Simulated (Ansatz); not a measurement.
# Lattice vibrations of ZrS at Γ at 8 GPa

Level of theory: Ansatz 0.2.0, DFT LDA, scalar-relativistic, plane waves, PAW. Settings: 420 eV plane-wave cutoff, Γ-centred 14×14×14 mesh, Fermi-Dirac smearing of 0.15 eV. No spin polarisation. Phonons by linear response, acoustic sum rule imposed.

The cell, relaxed at 8 GPa:
```xyz
2
Lattice="0.0000 2.5287 2.5287 2.5287 0.0000 2.5287 2.5287 2.5287 0.0000" Properties=species:S:1:pos:R:3 pbc="T T T"
Zr    0.0000    0.0000    0.0000
S     2.5287    2.5287    2.5287
```

In a metal, frequencies and elastic constants depend on the k mesh and the smearing, soft modes and shear constants most. Other phases may be more stable at this pressure. A semilocal functional can close a gap that the real compound has.

Question: Is this structure stable against zone-centre distortions?

Answer: Yes, at Γ: no optical mode is imaginary. Strains and other wave vectors aren't tested by this run.

Question: List the optical modes at Γ (i marks imaginary ones).

Answer:
```tsv
frequency (cm⁻¹)	degeneracy
305	3
```

Cost: 1 run of about 0.46 core-minutes, on Arm Neoverse V1 (shared hosts).